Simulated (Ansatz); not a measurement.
Cu Kα1 powder pattern (kinematic, no thermal factors).
2θ (°) (relative intensity): 22.73 (4), 25.64 (100), 29.77 (1), 38.29 (5), 42.43 (47), 42.60 (26), 44.40 (3), 47.08 (1), 50.08 (13), 50.38 (31), 54.62 (1), 61.30 (3), 61.82 (8), 63.22 (2), 67.80 (10), 68.05 (6), 71.63 (2), 75.10 (1), 75.72 (1), 77.50 (6), 77.85 (15), 82.99 (2), 83.46 (3), 83.69 (7), 87.06 (1)

The pattern is computed from a structure relaxed with Ansatz, DFT PBE, scalar-relativistic, plane waves, PAW. No spin polarisation. Its elements are As, Ga, In.

Give the structure.

In3Ga2As5.
Space group I-4m2 (No. 119). a = 4.241 Å, b = 4.241 Å, c = 30.222 Å, α = 90.00°, β = 90.00°, γ = 90.00°
| atom | site | symmetry | x | y | z |
| --- | --- | --- | --- | --- | --- |
| In | 4e | 2mm. | 0.5000 | 0.5000 | 0.1056 |
| In | 2a | -4m2 | 0.0000 | 0.0000 | 0.0000 |
| Ga | 4e | 2mm. | 0.0000 | 0.0000 | 0.2042 |
| As | 4f | 2mm. | 0.5000 | 0.0000 | 0.1588 |
| As | 2c | -4m2 | 0.0000 | 0.5000 | 0.2500 |
| As | 4f | 2mm. | 0.0000 | 0.5000 | 0.4472 |

A pattern alone doesn't exclude other cells with like lines; this is the one computed.

The cell was found from a structure generator's guess, not taken from experiment.
